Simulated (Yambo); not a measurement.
## Optical response of PtSe$_{2}$ monolayer

```
PtSe2
1.0
    3.70996     0.00000     0.00000
   -1.85498     3.21292     0.00000
    0.00000     0.00000    15.60000
Se Pt
2 1
Direct
  0.66667   0.33333   0.91531
  0.33333   0.66667   0.08469
  0.00000   0.00000   0.00000
```

Yambo, RPA with local fields on PBE bands; 24×24×1 mesh, 67 bands, 2 Ry local-field block, 0.2 eV broadening; field along x.

```json
[
 {"E (eV)": "0.0", "Im α (Å)": "0.00", "Re α (Å)": "7.59", "Im α, independent particles": "0.00"},
 {"E (eV)": "0.5", "Im α (Å)": "0.30", "Re α (Å)": "7.93", "Im α, independent particles": "0.35"},
 {"E (eV)": "1.0", "Im α (Å)": "0.97", "Re α (Å)": "9.25", "Im α, independent particles": "1.11"},
 {"E (eV)": "1.5", "Im α (Å)": "5.03", "Re α (Å)": "12.6", "Im α, independent particles": "5.84"},
 {"E (eV)": "2.0", "Im α (Å)": "11.1", "Re α (Å)": "4.11", "Im α, independent particles": "12.5"},
 {"E (eV)": "2.5", "Im α (Å)": "7.32", "Re α (Å)": "2.00", "Im α, independent particles": "8.54"},
 {"E (eV)": "3.0", "Im α (Å)": "6.57", "Re α (Å)": "-0.22", "Im α, independent particles": "7.01"},
 {"E (eV)": "3.5", "Im α (Å)": "4.84", "Re α (Å)": "-0.06", "Im α, independent particles": "5.04"},
 {"E (eV)": "4.0", "Im α (Å)": "3.88", "Re α (Å)": "-0.87", "Im α, independent particles": "3.85"},
 {"E (eV)": "4.5", "Im α (Å)": "2.79", "Re α (Å)": "-0.31", "Im α, independent particles": "2.75"},
 {"E (eV)": "5.0", "Im α (Å)": "2.45", "Re α (Å)": "0.22", "Im α, independent particles": "2.43"},
 {"E (eV)": "5.5", "Im α (Å)": "2.36", "Re α (Å)": "0.90", "Im α, independent particles": "2.48"},
 {"E (eV)": "6.0", "Im α (Å)": "3.86", "Re α (Å)": "0.87", "Im α, independent particles": "4.18"},
 {"E (eV)": "6.5", "Im α (Å)": "4.22", "Re α (Å)": "-0.73", "Im α, independent particles": "4.18"},
 {"E (eV)": "7.0", "Im α (Å)": "3.54", "Re α (Å)": "-1.81", "Im α, independent particles": "3.44"},
 {"E (eV)": "7.5", "Im α (Å)": "1.85", "Re α (Å)": "-2.12", "Im α, independent particles": "1.83"},
 {"E (eV)": "8.0", "Im α (Å)": "1.14", "Re α (Å)": "-1.50", "Im α, independent particles": "1.21"},
 {"E (eV)": "8.5", "Im α (Å)": "0.93", "Re α (Å)": "-0.99", "Im α, independent particles": "1.05"},
 {"E (eV)": "9.0", "Im α (Å)": "0.85", "Re α (Å)": "-0.61", "Im α, independent particles": "1.03"},
 {"E (eV)": "9.5", "Im α (Å)": "1.07", "Re α (Å)": "-0.35", "Im α, independent particles": "1.36"},
 {"E (eV)": "10.0", "Im α (Å)": "1.07", "Re α (Å)": "-0.48", "Im α, independent particles": "1.35"},
 {"E (eV)": "10.5", "Im α (Å)": "1.00", "Re α (Å)": "-0.27", "Im α, independent particles": "1.33"},
 {"E (eV)": "11.0", "Im α (Å)": "1.22", "Re α (Å)": "-0.27", "Im α, independent particles": "1.60"},
 {"E (eV)": "11.5", "Im α (Å)": "1.23", "Re α (Å)": "-0.40", "Im α, independent particles": "1.59"},
 {"E (eV)": "12.0", "Im α (Å)": "1.20", "Re α (Å)": "-0.40", "Im α, independent particles": "1.57"},
 {"E (eV)": "12.5", "Im α (Å)": "1.41", "Re α (Å)": "-0.66", "Im α, independent particles": "1.61"},
 {"E (eV)": "13.0", "Im α (Å)": "0.99", "Re α (Å)": "-0.85", "Im α, independent particles": "1.06"},
 {"E (eV)": "13.5", "Im α (Å)": "0.81", "Re α (Å)": "-0.71", "Im α, independent particles": "0.96"},
 {"E (eV)": "14.0", "Im α (Å)": "0.83", "Re α (Å)": "-0.65", "Im α, independent particles": "1.03"},
 {"E (eV)": "14.5", "Im α (Å)": "0.71", "Re α (Å)": "-0.69", "Im α, independent particles": "0.84"},
 {"E (eV)": "15.0", "Im α (Å)": "0.65", "Re α (Å)": "-0.56", "Im α, independent particles": "0.75"},
 {"E (eV)": "15.5", "Im α (Å)": "0.69", "Re α (Å)": "-0.58", "Im α, independent particles": "0.55"},
 {"E (eV)": "16.0", "Im α (Å)": "0.64", "Re α (Å)": "-0.62", "Im α, independent particles": "0.48"},
 {"E (eV)": "16.5", "Im α (Å)": "0.62", "Re α (Å)": "-0.60", "Im α, independent particles": "0.48"},
 {"E (eV)": "17.0", "Im α (Å)": "0.55", "Re α (Å)": "-0.65", "Im α, independent particles": "0.44"},
 {"E (eV)": "17.5", "Im α (Å)": "0.46", "Re α (Å)": "-0.64", "Im α, independent particles": "0.37"},
 {"E (eV)": "18.0", "Im α (Å)": "0.43", "Re α (Å)": "-0.58", "Im α, independent particles": "0.37"},
 {"E (eV)": "18.5", "Im α (Å)": "0.38", "Re α (Å)": "-0.56", "Im α, independent particles": "0.33"},
 {"E (eV)": "19.0", "Im α (Å)": "0.36", "Re α (Å)": "-0.54", "Im α, independent particles": "0.30"},
 {"E (eV)": "19.5", "Im α (Å)": "0.32", "Re α (Å)": "-0.52", "Im α, independent particles": "0.27"},
 {"E (eV)": "20.0", "Im α (Å)": "0.31", "Re α (Å)": "-0.49", "Im α, independent particles": "0.25"}
]
```

α is the in-plane polarisability per area of the layer, a length; absorbance is 4πω Im α/c. Peak heights and small wiggles depend on the k mesh. Convergence of the RPA response with its 24×24×1 mesh was not tested. No excitonic effects at this level.

Without spin-orbit coupling, band edges of such heavy elements can be off by tenths of an eV.

Geometry relaxed with PBE+D3(BJ).

The potentials are those of PseudoDojo's stringent table.
